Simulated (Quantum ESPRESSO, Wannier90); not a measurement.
# Wannierisation of W (bcc (W type))

```
CELL_PARAMETERS angstrom
     -1.58516     1.58516     1.58516
      1.58516    -1.58516     1.58516
      1.58516     1.58516    -1.58516
ATOMIC_POSITIONS crystal
  W  0.00000 0.00000 0.00000
```

Cell from Materials Project (mp-91), symmetrised, no further relaxation. This is the element's usual structure. Computed values, not measurements, from PBEsol: Quantum ESPRESSO (norm-conserving PseudoDojo potentials, cutoff 60 Ry, spinors with spin-orbit coupling) on a Γ-centred 10×10×10 mesh, then Wannier90. Density: 18×18×18 mesh, cold smearing 0.01 Ry.

Base run: 18 functions from bands 9-42 of the 42 computed, start hydrogen-like W: s;p;d, centres 0.05 Å off the atoms, frozen window up to 1.50 eV relative to the Fermi level, outer window open. Its settings: num_cg_steps = 5, trial_step = 2 and dis_mix_ratio = 0.5 (the program's defaults), conv_tol = 1.0e-6 over 4 steps, num_iter = 1000, dis_conv_tol = 1.0e-6, dis_num_iter = 1000. One of them is changed at a time.

```
run                  disentanglement steps  localisation steps  Ω_I (Å²)  Ω_total (Å²)      ended
-------------------  ---------------------  ------------------  --------  ------------  ---------
base                                   180                 179    17.977        21.357  converged
conv_tol = 1.0e-4                      180                 123    17.977        21.357  converged
num_cg_steps = 0                       180                 583    17.977        21.357  converged
dis_mix_ratio = 1.0                     99                 141    17.976        21.356  converged
```
